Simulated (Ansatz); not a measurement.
RbBr:
```cif
data_Br4Rb4
_chemical_formula_sum 'Rb4 Br4'
_space_group_name_H-M_alt 'Fm-3m'
_space_group_IT_number 225
_space_group_name_Hall '-F 4 2 3'
_cell_length_a 6.84387
_cell_length_b 6.84387
_cell_length_c 6.84387
_cell_angle_alpha 90.000
_cell_angle_beta 90.000
_cell_angle_gamma 90.000
loop_
_atom_site_label
_atom_site_type_symbol
_atom_site_symmetry_multiplicity
_atom_site_Wyckoff_symbol
_atom_site_fract_x
_atom_site_fract_y
_atom_site_fract_z
_atom_site_occupancy
Rb1 Rb 4 a 0.00000 0.00000 0.00000 1
Br1 Br 4 b 0.50000 0.50000 0.50000 1
```
(The calculation used a cell of 2 atoms; values per cell refer to that cell.)

Relaxed with PBEsol.

Question: Give the optical modes at the zone centre with their infrared activity from DFPT, PBEsol in the plane-wave PAW code Ansatz.

Answer: Transverse frequencies, without the LO–TO term; a row sums one degenerate level.

```json
[
 {"ω (cm⁻¹)": "85", "degeneracy": "3", "IR ((D/Å)²/amu)": "2.24", "activity": "IR", "symmetry": "T1u"}
]
```

Question: How high does the top mode go among those that the LO–TO term moves?

Answer: 122 cm⁻¹ for q along x.

Symmetry was held in the PBEsol relaxation; of distortions, only those at the zone centre were tested.

Potentials: the later of the program's two PAW sets.
